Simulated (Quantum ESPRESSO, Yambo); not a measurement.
**G0W0 results for SrMg₂FeH₈**

SrMg₂FeH₈ is modelled in the trigonal space group P-3m1 (No. 164), Pearson symbol hP12. Cell: a = 4.469 Å, b = 4.469 Å, c = 6.518 Å, α = 90.00°, β = 90.00°, γ = 120.00°. H1 on 6i has 1 Fe at 1.558 Å and 3 Mg at 2.191–2.239 Å and 1 Sr at 2.636 Å (square pyramidal). H2 on 2d is surrounded by 1 Mg at 1.899 Å and 3 Sr at 2.640 Å (tetrahedral). Mg on 2d is surrounded by 1 H at 1.899 Å and 9 H at 2.191–2.239 Å and 3 Fe at 2.702 Å. Fe on 1a is coordinated by 6 H at 1.558 Å and 6 Mg at 2.702 Å and 2 Sr at 3.259 Å. Sr on 1b is surrounded by 12 H at 2.636–2.640 Å and 2 Fe at 3.259 Å. (Neighbours: up to the widest gap in distance over summed covalent radii, below 1.35, at either atom; cation-cation contacts left out.)

The geometry is that of Materials Project entry mp-643004, symmetrised and not relaxed again.

Starting point: LDA (pw.x of Quantum ESPRESSO, ONCV potentials, no spin-orbit coupling). G0W0 in Yambo: 3×3×2 Γ-centred k mesh, bands 13 to 213 and a 8 Ry block in the screening, 213 bands in G with the Bruneval-Gonze terminator, plasmon pole fitted at 27.2 eV.

| Quantity | Result |
|---|---|
| LDA gap along the band path | 1.48 eV |
| LDA gap between the mesh's edge points (H → (0, 0.333, 0)) | 1.94 eV |
| G0W0 gap between the same points | 3.03 eV |
| LDA smallest direct gap on the mesh (at (0, 0.333, 0)) | 2.08 eV |
| G0W0 direct gap at that point | 3.20 eV |
| estimate of the fundamental G0W0 gap (path gap plus the correction; the mesh misses a band edge) | 2.57 eV |

```csv
k point,band,E LDA (eV),E QP (eV),shift (eV),Z
Γ,VB,-0.55,-1.72,-1.17,0.79
Γ,CB,3.24,4.19,0.95,0.80
A,VB,-0.18,-0.44,-0.26,0.73
A,CB,3.34,4.21,0.87,0.83
"(0, 0.333, 0)",VB,-0.14,-0.25,-0.11,0.72
"(0, 0.333, 0)",CB,1.94,2.95,1.01,0.78
K,VB,-0.22,-0.33,-0.11,0.72
K,CB,2.07,3.05,0.97,0.78
H,VB,0.00,-0.08,-0.08,0.72
H,CB,3.24,4.13,0.89,0.77
```

Energies count from the LDA valence-band maximum.

Nearest settings tried, and what they do to the gap: 1 Ry block (23 vectors against 311): +938 meV. Not varied: bands in G, bands in W, mesh. So the settings aren't converged at that level.

The structure is a Materials Project entry; no match was found in the copy of COD used, and its stability was not checked.

The runs are not spin-polarised; magnetic order was not tried.
